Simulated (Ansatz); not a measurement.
## LuB$_{2}$Os$_{3}$: input and output

input.yaml (Ansatz 0.2.0)

```yaml
crystal:
  lattice:
    - [5.48434009, 0.0, 0.0]
    - [-2.74217005, 4.74957927, 0.0]
    - [0.0, 0.0, 3.08047993]
  atoms:
    - { symbol: B, position: [0.3333, 0.6667, 0.0] }
    - { symbol: B, position: [0.6666, 0.3333, 0.0] }
    - { symbol: Os, position: [0.5, 0.0, 0.5] }
    - { symbol: Os, position: [0.5, 0.5, 0.5] }
    - { symbol: Os, position: [0.0, 0.5, 0.5] }
    - { symbol: Lu, position: [0.0, 0.0, 0.0] }
  symmetry: { tolerance: 0.0003 }
kpoints:
  mp_grid: { grid: [6, 6, 8], shift: [0, 0, 0] }
  band_path:
    path:
      - [0.0, 0.0, 0.0]
      - [0.49999994, 8.0e-08, 0.0]
      - [0.3333333, 0.33333345, 0.0]
      - [0.0, 0.0, 0.0]
      - [0.0, 0.0, 0.5]
      - [0.49999994, 8.0e-08, 0.5]
      - [0.3333333, 0.33333345, 0.5]
      - [0.0, 0.0, 0.5]
      - [0.49999994, 8.0e-08, 0.5]
      - [0.49999994, 8.0e-08, 0.0]
      - [0.3333333, 0.33333345, 0.5]
    npoints: 6
magnetization:
  spin_polarized: false
scf:
  occupations: { method: gaussian, width: 0.0135 }
  lower_state_search: "off"
  max_iter: 200
hamiltonian:
  pseudopotentials: { kind: paw }
  xc: r2scan
basis:
  ecutwfc: 500
  fft_grid_basis: typed
output:
  forces: true
  stress: true
  eigenvalues: true
  bader: true
  populations: true
  elf: true
  write_potential: true
  volumetric_format: npy
  dos:
    e_range: [-12, 8]
    de: 0.05
    projected: { site_lists: { B: [B], Lu: [Lu], Os: [Os] } }
checkpoint:
  read: saved_state
```

The saved state is an earlier solution for the same cell, perhaps on another mesh. 

Output (shortened):

```
SCF iter   1: F=-49251.9005 eV  Δρ=3.66e-3  dr2=5.94e-3  dr2_τ=6.12e-3
SCF iter   2: F=-49251.9018 eV  Δρ=1.93e-3  dr2=1.74e-3  dr2_τ=2.38e-4
SCF iter   3: F=-49251.9018 eV  Δρ=5.17e-4  dr2=1.63e-4  dr2_τ=2.11e-5
SCF iter   4: F=-49251.9022 eV  Δρ=2.54e-4  dr2=3.28e-5  dr2_τ=2.78e-6
SCF iter   5: F=-49251.9022 eV  Δρ=7.91e-5  dr2=2.98e-6  dr2_τ=4.02e-7
SCF iter   6: F=-49251.9022 eV  Δρ=1.62e-5  dr2=1.62e-7  dr2_τ=9.80e-9
SCF iter   7: F=-49251.9022 eV  Δρ=3.28e-6  dr2=1.09e-8  dr2_τ=3.00e-9
Free energy (F): -49251.9022 eV
Harris-Foulkes:  -49251.9022 eV  (|F-HF|=2.88e-9)
Internal energy: -49251.9016 eV  (E = F + TS)
E sigma→0 (E₀):  -49251.9019 eV
Entropy (-TS):   -0.0006 eV (-0.099 meV/atom)
Fermi energy:    19.9211 eV
--- Per-component energies (eV) ---
  E_band       = -271.1360
  E_kinetic    = 2206.8735
  E_local      = -9222.4212  (includes V_loc(G=0)·N_el)
  E_nonlocal   = 587.6010
  E_hartree    = 3846.9098
  E_xc         = -1037.0705
  E_vxc        = -1319.0090  (∫ρ·V_xc dr)
  E_paw        = -34661.0383  (= ΣΔE_a)
  E_vpaw       = -293.4409  (= ΣTr[D̂ρ^β])
  E_aug_tail   = -0.0004  (compensation charges beyond the density's cutoff)
  E_vtau       = 75.4447  (kinetic-family band-sum trace: ∫τ·v_τ [+ j·A + Jᵃ·Aᵃ] dr)
  E_ewald      = -10972.2411
  E_core_change = -0.5144  (= ΣΔE_core)
  E_smearing   = -0.0006  (= −TS)
--- Stress (GPa, compression-positive) ---
       -3.2906       0.0000       0.0000
        0.0000      -3.2906       0.0000
        0.0000       0.0000      -9.9578
  P = ⅓ Tr σ = -5.5130 GPa (-55.130 kbar)
--- Löwdin populations: 6 sites ---
  site symbol       q [e]
     0      B      3.7781
     1      B      3.7781
     2     Os     15.4492
     3     Os     15.4492
     4     Os     15.4492
     5     Lu     24.7503
  spilling = 0.0044 (of n_electrons = 79.0000)
```

Total energies depend on the potentials used, so only differences within one code and one set of settings carry meaning.

Origin: a database entry at a rescaled volume.
